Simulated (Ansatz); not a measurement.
NiSb:
```
CELL_PARAMETERS angstrom
      3.90487     0.00000     0.00000
     -1.95244     3.38172     0.00000
      0.00000     0.00000    10.62143
ATOMIC_POSITIONS crystal
  Ni 0.33333 0.66667 0.12885
  Ni 0.66667 0.33333 0.62885
  Ni 0.66667 0.33333 0.87115
  Ni 0.33333 0.66667 0.37115
  Sb 0.00000 0.00000 0.00000
  Sb 0.00000 0.00000 0.50000
  Sb 0.33333 0.66667 0.75000
  Sb 0.66667 0.33333 0.25000
```

Relaxed with r²SCAN. Special points in fractions of this cell's reciprocal vectors: Γ (0.000, 0.000, 0.000); M (0.500, 0.000, 0.000); K (0.333, 0.333, 0.000); A (0.000, 0.000, 0.500); L (0.500, 0.000, 0.500); H (0.333, 0.333, 0.500).

### Question
List the band energies nearest the Fermi level at these points for r²SCAN in the plane-wave PAW code Ansatz.

### Answer
In eV from the Fermi level; about four levels below and three above (degenerate sets whole), none deeper than 8.9 eV; points with the same levels are listed once.

```tsv
k	below	above
Γ	-1.57 -1.57 -0.63 -0.30	0.42 1.08 1.08
M	-1.54 -1.46 -1.24 -0.29	0.04 0.18 0.40
K	-1.15 -0.54 -0.24 -0.24	0.24 0.24 0.80
A	-1.66 -1.66 -1.66 -1.66 -0.63 -0.63	1.40 1.40 1.40 1.40
L	-1.37 -1.37 -0.99 -0.99	0.30 0.30 1.66 1.66
H	-0.93 -0.93 -0.84 -0.84	1.30 1.30 2.27 2.27
```

Space group P6_3/mmc. A made-up cell: these elements were put on the sites of a structure type; the Crystallography Open Database files this formula in space group No. 194, but the cells were not matched. Its standing as an ambient phase is unchecked. Symmetry was held in the r²SCAN relaxation; whether a distortion lowers the energy is not shown. The workflow began spin-polarised and lost its moments. Scalar-relativistic: spin–orbit coupling is off unless named, which matters more the heavier the elements.

Potentials: the later of the program's two PAW sets.
